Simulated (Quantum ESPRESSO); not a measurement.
## Band energies of CsO at -3 % isotropic strain

```
CELL_PARAMETERS angstrom
     -2.07021     3.08219     3.60621
      2.07021    -3.08219     3.60621
      2.07021     3.08219    -3.60621
ATOMIC_POSITIONS crystal
  O  0.61960 0.00000 0.61960
  O  0.38040 0.00000 0.38040
  Cs 0.24911 0.24911 0.00000
  Cs 0.75089 0.75089 0.00000
```

PBEsol (pw.x of Quantum ESPRESSO, ONCV potentials, scalar-relativistic); path ΓXLTWRX1ZΓYSW,L1Y,Y1Z; energies in eV from the valence-band maximum.

```
k (1/Å)  point  band 11  band 12  band 13  band 14  band 15  band 16  band 17  band 18
-------  -----  -------  -------  -------  -------  -------  -------  -------  -------
0.00         Γ    -5.70    -4.26    -4.10    -1.00     0.00     2.08     2.10     2.82
0.56              -5.71    -3.87    -3.61    -1.00    -0.42     2.98     3.10     4.01
1.01         X    -5.58    -3.75    -3.71    -0.86    -0.85     2.75     3.63     4.64
1.01         L    -5.59    -3.74    -3.72    -0.90    -0.85     2.76     3.63     4.72
1.12              -5.61    -3.73    -3.69    -0.95    -0.88     2.78     3.62     4.34
1.46         T    -5.54    -3.79    -3.63    -1.08    -0.93     2.77     3.08     3.54
1.68              -5.50    -3.73    -3.63    -1.09    -0.87     2.97     3.26     3.79
1.89         W    -5.46    -3.84    -3.50    -1.09    -0.82     3.38     3.49     3.67
2.40         R    -5.45    -3.74    -3.47    -1.09    -0.47     3.01     3.45     5.16
2.90        X1    -5.58    -3.75    -3.71    -0.86    -0.85     2.75     3.63     4.64
3.01              -5.55    -3.86    -3.76    -0.90    -0.80     2.72     3.65     4.52
3.41         Z    -5.48    -4.35    -3.79    -0.90    -0.66     1.93     3.66     4.06
3.61              -5.50    -4.35    -3.82    -0.82    -0.71     2.11     3.60     3.75
4.09              -5.67    -4.17    -4.16    -0.96    -0.15     2.26     2.35     3.13
4.28         Γ    -5.70    -4.26    -4.10    -1.00     0.00     2.08     2.10     2.82
4.68              -5.52    -4.12    -4.01    -0.80    -0.41     2.07     3.05     4.36
5.17         Y    -5.49    -4.28    -3.81    -0.90    -0.66     1.97     3.45     4.26
5.74         S    -5.50    -4.12    -3.95    -0.75    -0.63     2.73     3.77     3.92
6.16              -5.48    -3.87    -3.73    -0.90    -0.82     3.00     3.90     4.02
6.50         W    -5.46    -3.84    -3.50    -1.09    -0.82     3.38     3.49     3.67
6.50        L1    -5.59    -3.74    -3.72    -0.90    -0.85     2.76     3.63     4.72
6.60              -5.56    -3.84    -3.78    -0.93    -0.80     2.73     3.62     4.58
7.01         Y    -5.49    -4.28    -3.81    -0.90    -0.66     1.97     3.45     4.26
7.01        Y1    -5.49    -4.28    -3.81    -0.90    -0.66     1.97     3.45     4.26
7.14         Z    -5.48    -4.35    -3.79    -0.90    -0.66     1.93     3.66     4.06
```

The PBEsol gap is indirect, 1.85 eV, from Γ to 22 % of the way from Γ to Y; the smallest direct gap is 1.93 eV.

Geometry strained from the cell relaxed with PBEsol, atoms relaxed again.

The structure is a Materials Project entry; no match was found in the copy of COD used, and its stability was not checked.

Letters of k points follow the standard setting of the lattice, whose axes may be ordered differently from the printed cell.
